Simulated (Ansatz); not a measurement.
Start of a relaxation, 1 CO a cell, tilted, over a bridge Ru-Ru site (Ru, P6_3/mmc (No. 194), (0 0 1) face):

```
Ru C O
1.0
     5.39519    0.00000    0.00000
    -2.69759    4.67237    0.00000
     0.00000    0.00000   25.14943
Ru C O
16 1 1
Direct
  0.33333 0.16667 0.31810
  0.33333 0.66667 0.31810
  0.83333 0.16667 0.31810
  0.83333 0.66667 0.31810
  0.16667 0.33333 0.40291
  0.16667 0.83333 0.40291
  0.66667 0.33333 0.40291
  0.66667 0.83333 0.40291
  0.33333 0.16667 0.48828
  0.33333 0.66667 0.48828
  0.83333 0.16667 0.48828
  0.83333 0.66667 0.48828
  0.16667 0.33333 0.57046
  0.16667 0.83333 0.57046
  0.66667 0.33333 0.57046
  0.66667 0.83333 0.57046
  0.23979 0.69380 0.69017
  0.41667 0.83333 0.66032
```

Level of theory: DFT PBE+D3(BJ), scalar-relativistic, plane waves, PAW in Ansatz. Cutoff 420 eV; k points 4×4×1 on the computed 18-atom cell (Γ-centred); Gaussian smearing, width 0.10 eV; no spin polarisation. A dipole correction removes the field between periodic images along c.

Atoms 1, 2, 3, 4, 5, 6, 7, 8 (counted from 1) are held. The cell is fixed. Force threshold 0.04 eV/Å.

```csv
step,E − E_final (eV),largest force (eV/Å)
1,2.428,1.100
2,2.276,1.619
3,2.186,1.877
4,2.147,2.917
5,2.080,1.844
6,2.028,2.370
7,1.953,2.922
8,1.804,3.221
9,1.636,2.747
10,1.246,2.511
11,0.629,2.170
12,0.327,2.717
13,0.174,1.529
14,0.095,0.781
15,0.060,0.447
16,0.037,0.251
17,0.020,0.129
18,0.009,0.177
19,0.003,0.356
20,0.001,0.157
21,0.000,0.083
22,0.000,0.004
```

(1) What is the final structure?

The end is the local minimum or symmetric point that this start leads to. The slab is only 6.4 Å thick, so the energy isn't converged with thickness.

## Answers

(1)
```yaml
crystal:
  lattice:
    - [5.39519, 0.00000, 0.00000]
    - [-2.69759, 4.67237, 0.00000]
    - [0.00000, 0.00000, 25.14943]
  atoms:
    - { symbol: Ru, position: [0.33333, 0.16667, 0.31810] }
    - { symbol: Ru, position: [0.33333, 0.66667, 0.31810] }
    - { symbol: Ru, position: [0.83333, 0.16667, 0.31810] }
    - { symbol: Ru, position: [0.83333, 0.66667, 0.31810] }
    - { symbol: Ru, position: [0.16667, 0.33333, 0.40291] }
    - { symbol: Ru, position: [0.16667, 0.83333, 0.40291] }
    - { symbol: Ru, position: [0.66667, 0.33333, 0.40291] }
    - { symbol: Ru, position: [0.66667, 0.83333, 0.40291] }
    - { symbol: Ru, position: [0.33437, 0.16876, 0.48817] }
    - { symbol: Ru, position: [0.33436, 0.66563, 0.48817] }
    - { symbol: Ru, position: [0.83333, 0.16666, 0.48727] }
    - { symbol: Ru, position: [0.83121, 0.66561, 0.48816] }
    - { symbol: Ru, position: [0.17074, 0.33540, 0.57028] }
    - { symbol: Ru, position: [0.16663, 0.83334, 0.57459] }
    - { symbol: Ru, position: [0.66456, 0.33540, 0.57028] }
    - { symbol: Ru, position: [0.66456, 0.82921, 0.57028] }
    - { symbol: C, position: [0.16660, 0.83348, 0.64952] }
    - { symbol: O, position: [0.16663, 0.83359, 0.69561] }
```

Cost: 1 run of about 49 core-minutes, on Arm Neoverse V2 (shared hosts).